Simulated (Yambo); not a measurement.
G0W0@PBEsol for K$_{2}$NaScF$_{6}$ (space group Fm-3m, No. 225) in Yambo. Reference settings: 2×2×2 Γ-centred k mesh, bands 3 to 304 and a 8 Ry block in the screening, 304 bands in G with the Bruneval-Gonze terminator, plasmon pole fitted at 27.2 eV. The PBEsol gap Γ → Γ on this mesh is 6.65 eV; G0W0 gaps are taken between the same points.

The settings were changed. The gap went from 10.28 eV to 10.38 eV, and the shift of the valence edge from -2.41 eV to -2.44 eV.

Q: What was changed between the two runs?
A. 79 bands in W, 79 bands in G, 2 Ry block
B. 1×1×1 mesh
C. 170 bands in W, 170 bands in G, 5 Ry block
D. 79 bands in W, 79 bands in G, 3 Ry block

A: C, 170 bands in W, 170 bands in G, 5 Ry block. The others gave (gap, valence shift): 1×1×1 mesh: 10.17, -2.32 eV; 79 bands in W, 79 bands in G, 2 Ry block: 11.57, -3.25 eV; 79 bands in W, 79 bands in G, 3 Ry block: 11.11, -2.70 eV.

Geometry of the Materials Project entry, not relaxed at this level; primitive cell a = 6.0880 Å, b = 6.0880 Å, c = 6.0880 Å, α = 60.00°, β = 60.00°, γ = 60.00°.

A shift is the quasiparticle energy of the state minus its PBEsol energy.
